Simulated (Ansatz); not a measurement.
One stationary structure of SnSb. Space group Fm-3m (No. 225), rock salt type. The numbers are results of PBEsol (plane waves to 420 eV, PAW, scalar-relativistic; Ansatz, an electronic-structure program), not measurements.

```cif
data_Sb4Sn4
_chemical_formula_sum 'Sb4 Sn4'
_space_group_name_H-M_alt 'Fm-3m'
_space_group_IT_number 225
_space_group_name_Hall '-F 4 2 3'
_cell_length_a 6.08629
_cell_length_b 6.08629
_cell_length_c 6.08629
_cell_angle_alpha 90.000
_cell_angle_beta 90.000
_cell_angle_gamma 90.000
loop_
_atom_site_label
_atom_site_type_symbol
_atom_site_symmetry_multiplicity
_atom_site_Wyckoff_symbol
_atom_site_fract_x
_atom_site_fract_y
_atom_site_fract_z
_atom_site_occupancy
Sb1 Sb 4 b 0.50000 0.50000 0.50000 1
Sn1 Sn 4 a 0.00000 0.00000 0.00000 1
```
(The calculation used a cell of 2 atoms; values per cell refer to that cell.)

- Volume per atom = 28.18 Å³
- Band gap = no gap (metallic)
- Shortest distances = Sb–Sn 3.04 Å
- k-mesh = 13×13×13

Band energies at high-symmetry points (eV from the Fermi level; labels of this space group; no spin-orbit coupling), from −5 eV up to 1.3 eV:

```csv
point,energies
Γ,-2.31 -0.81 -0.81 -0.81
X,-2.98 -2.98
U,-4.82 -2.38 -1.72
K,-4.82 -2.38 -1.72
L,-0.19 -0.19 0.88 0.88 1.23
W,-4.39 -4.39 1.02
```

No spin polarisation in the result. The relaxed primitive cell holds an odd number of electrons. A magnetic state may lie lower.

The run could not lose the symmetry of its start; a randomly shaken copy of 4 atoms returns to this structure.
